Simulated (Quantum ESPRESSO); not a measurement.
**Kohn-Sham bands of In2Te3 (R-3m)**

```xyz
5
Lattice="-2.1741 3.7657 0.0000 -4.3482 0.0000 0.0000 -2.1741 1.2552 9.7890" Properties=species:S:1:pos:R:3 pbc="T T T"
In    -2.1741     1.2552    -1.9787
In     2.1741    -1.2552     1.9787
Te     2.1741    -1.2552    -3.4902
Te    -2.1741     1.2552     3.4902
Te     0.0000     0.0000     0.0000
```

Materials Project entry mp-1068510; symmetrised, unrelaxed at this level. Not found in the COD (Crystallography Open Database) copy used, which has the formula in other groups; not checked further. Method: PBEsol plane waves in Quantum ESPRESSO 7.5 (PseudoDojo norm-conserving files, 66 Ry, no spin polarisation, no spin-orbit coupling), Bloch states on a 6×6×6 mesh through Γ, Wannier90 4.0.1. Density: 8×8×8 mesh, cold smearing 0.01 Ry. Spin-orbit coupling is left out although heavy elements are present.

### Question
List the Kohn-Sham levels between −8 and 3.0 eV relative to the Fermi level at the high-symmetry points, as a band run of pw.x on that density gives them (levels within 2 meV counted together).

### Answer
```csv
point,k (reciprocal lattice),levels (eV)
Γ,0.000 0.000 0.000,"-4.98, -4.13, -0.77 (×2), -0.67 (×2), -0.30 (×2), 0.00, 0.18, 2.23, 2.35"
T,0.000 0.000 0.500,"-5.60, -2.92, -1.56, -0.80 (×2), -0.56 (×2), -0.40 (×2), 1.44, 1.74, 2.42"
H_2,-0.322 -0.645 0.178,"-5.63, -5.50, -3.72, -3.22, -3.16, -2.84, -2.06, -1.18, -0.56, 0.77, 1.57"
H_0,-0.355 -0.678 -0.178,"-5.63, -5.50, -3.72, -3.22, -3.16, -2.84, -2.06, -1.18, -0.56, 0.77, 1.57"
L,0.000 -0.500 0.000,"-5.86, -5.21, -4.26, -2.10, -2.09, -2.02, -1.89, -0.91, -0.85, -0.28, 1.69, 2.86"
S_0,-0.339 -0.678 -0.339,"-5.64, -5.49, -3.73, -3.34, -3.03, -2.90, -1.84, -1.40, -0.49, 0.74, 1.53"
S_2,-0.339 -0.661 0.000,"-5.64, -5.49, -3.73, -3.34, -3.03, -2.90, -1.84, -1.40, -0.49, 0.74, 1.53"
F,-0.500 -0.500 0.000,"-5.95, -5.14, -3.79, -2.66, -2.65, -2.36, -1.24, -0.81, -0.67, 0.09, 1.44, 2.85"
```
